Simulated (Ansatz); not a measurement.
TaAs (NbAs type, space group I4_1md)

```yaml
crystal:
  lattice:
    - [-1.73153, 1.73153, 5.86650]
    - [1.73153, -1.73153, 5.86650]
    - [1.73153, 1.73153, -5.86650]
  atoms:
    - { symbol: Ta, position: [0.99912, 0.99912, 0.00000] }
    - { symbol: Ta, position: [0.74912, 0.24912, 0.50000] }
    - { symbol: As, position: [0.41688, 0.41688, 0.00000] }
    - { symbol: As, position: [0.16688, 0.66688, 0.50000] }
```

The volume is varied about the relaxed value V₀ at fixed cell shape. The atoms relax within the cell's symmetry.

The numbers are results of PBE (plane waves to 420 eV, PAW, scalar-relativistic; Ansatz, a program for electronic structure), not measurements. k mesh 19×19×19 (Γ-centred), Fermi-Dirac smearing 0.05 eV. Energies are smeared free energies. Compression counts positive. With the shape held, the modulus is that of even scaling; a crystal free to change shape is softer. At this level the bands of TaAs touch or barely overlap. Spin-orbit coupling is left out, though Ta is heavy. TaAs is run without spin polarisation. TaAs was relaxed with its symmetry unable to fall. ΔE is measured from the relaxed starting cell. The last digit holds for this mesh only.

```tsv
V (Å³/atom)	ΔE (meV/atom)
15.830	117.4
16.123	78.9
16.416	48.9
16.710	26.6
17.003	withheld
17.296	2.8
17.589	0.0
17.882	2.6
18.175	10.2
18.468	22.2
18.762	38.4
19.055	58.4
19.348	81.7
```

**Question.** Fit a third-order Birch-Murnaghan form (E₀, V₀, B₀, B₀′ free) to the given rows and predict ΔE at V = 17.003.

**Answer.** Least squares on the 12 given rows: ΔE = E₀ + (9V₀B₀/16)·y²·[2 + (B₀′ − 4)y], y = (V₀/V)^(2/3) − 1, with V₀ = 17.589 Å³/atom, B₀ = 176.8 GPa (160.2 GPa = 1 eV/Å³; the term in eV is multiplied by 1000), B₀′ = 4.42, E₀ = 0.01 meV/atom; root-mean-square residual 0.02 meV/atom. At 17.003 the fit gives 11.5 meV/atom; the calculation gives 11.5 meV/atom, the same to the digits shown. For the pressure the fit gives 6.5 GPa against the computed 6.5 GPa.

(Under strain, the slope of the energy per volume gives the stress and its curvature an elastic modulus.)
